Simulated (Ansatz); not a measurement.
This cell of Ge (diamond) is off equilibrium:

```
CELL_PARAMETERS angstrom
      0.00000     2.83729     2.83729
      2.83729     0.00000     2.83729
      2.83729     2.83729     0.00000
ATOMIC_POSITIONS crystal
  Ge 0.00000 0.00000 0.00000
  Ge 0.27608 0.22392 0.22392
```

These are r2SCAN (plane waves to 500 eV, PAW, scalar-relativistic; Ansatz, a program for electronic structure) values and carry that method's errors. k mesh 8×8×8 (Γ-centred), Fermi-Dirac smearing 0.05 eV. E stands for the smeared free energy. Stress and pressure are positive under compression. As the smearing reaches across the gap at some points, energies and forces of such displacements shift with the k mesh and the smearing. Ge was relaxed with its symmetry unable to fall.

What forces act on the atoms (eV/Å, Cartesian)?


```csv
atom,Fx,Fy,Fz
Ge1,-1.656,0.000,0.000
Ge2,1.656,0.000,0.000
```

What is the stress tensor (GPa)?


```
    0.2      0.0      0.0
    0.0      1.0      4.4
    0.0      4.4      1.0
```
The pressure, a third of the trace, is 0.7 GPa.

In it atom 2 sits (-0.148, 0.000, 0.000) Å away from its relaxed site. What is its energy relative to the relaxed cell?

125 meV/cell.

(For displaced atoms, the force is minus the slope of the energy, and its curvature is a force constant, which sets phonon frequencies.)
